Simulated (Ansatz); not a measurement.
Is this ScIn3N2 structure a true minimum?

It was reached by relaxing an invented guess, and it needn't be the stable form of this composition.

Method: Ansatz, DFT PBE, scalar-relativistic, plane waves, PAW. Cutoff 420 eV; k points 12×12×4 on the computed 6-atom cell (Γ-centred); Gaussian smearing, width 0.10 eV; no spin polarisation.

The cell below (6 atoms, space group P-3m1 (No. 164)) is relaxed within its symmetry.

```xyz
6
Lattice="3.3055 0.0000 0.0000 -1.6527 2.8626 0.0000 0.0000 0.0000 11.3168" Properties=species:S:1:pos:R:3 pbc="T T T"
Sc    0.0000    0.0000    0.0000
In    1.6527    0.9542    2.6533
In    0.0000    1.9084    8.6635
In    0.0000    0.0000    5.6584
N     1.6527    0.9542   10.0888
N     0.0000    1.9084    1.2280
```

For the test a repeat of it with 12 atoms (edges 3.31, 5.73, 11.32 Å) was strained at random (σ = 1.5 % a component), the atoms were moved at random (σ = 0.10 Å), and all was relaxed again on a coarse 6×4×2 mesh (in the run’s order of axes) with 0.20 eV smearing, with no symmetry imposed.

Question: Is the structure stable against such a distortion?

Answer: It doesn't return. The energy falls by 39 meV/atom on that mesh, the volume changes by -0.8 %, and the end has space group R-3m (No. 166) at a loose tolerance. Relaxed again on a 12×12×12 mesh with 0.01 eV smearing, the new structure lies 45 meV/atom below the first (mesh in the axes of the run's cell; the cell below is made exact in the group named). Space group R-3m (No. 166), trigonal, a = 3.285 Å, c = 34.109 Å. Sc is surrounded by 6 N at 2.26 Å, 6 In at 3.26 Å and 6 Sc at 3.28 Å; In on a site of symmetry 3m is surrounded by 3 N at 2.37 Å, 1 In at 3.03 Å and 3 Sc at 3.26 Å; In on a site of symmetry -3m is surrounded by 2 In at 3.03 Å and 6 In at 3.28 Å; around N lie 3 Sc at 2.26 Å and 3 In at 2.37 Å.

```cif
data_structure
_symmetry_space_group_name_H-M 'R-3m:H'
_symmetry_Int_Tables_number 166
_cell_length_a 3.2850
_cell_length_b 3.2850
_cell_length_c 34.1089
_cell_angle_alpha 90.000
_cell_angle_beta 90.000
_cell_angle_gamma 120.000
_cell_volume 318.76
loop_
_atom_site_label
_atom_site_type_symbol
_atom_site_symmetry_multiplicity
_atom_site_Wyckoff_symbol
_atom_site_fract_x
_atom_site_fract_y
_atom_site_fract_z
_atom_site_occupancy
Sc1 Sc 3 b 0.66667 0.33333 0.83333 1
In1 In 6 c 0.00000 0.00000 0.91112 1
In2 In 3 a 0.00000 0.00000 0.00000 1
N1 N 6 c 0.00000 0.00000 0.79710 1
```
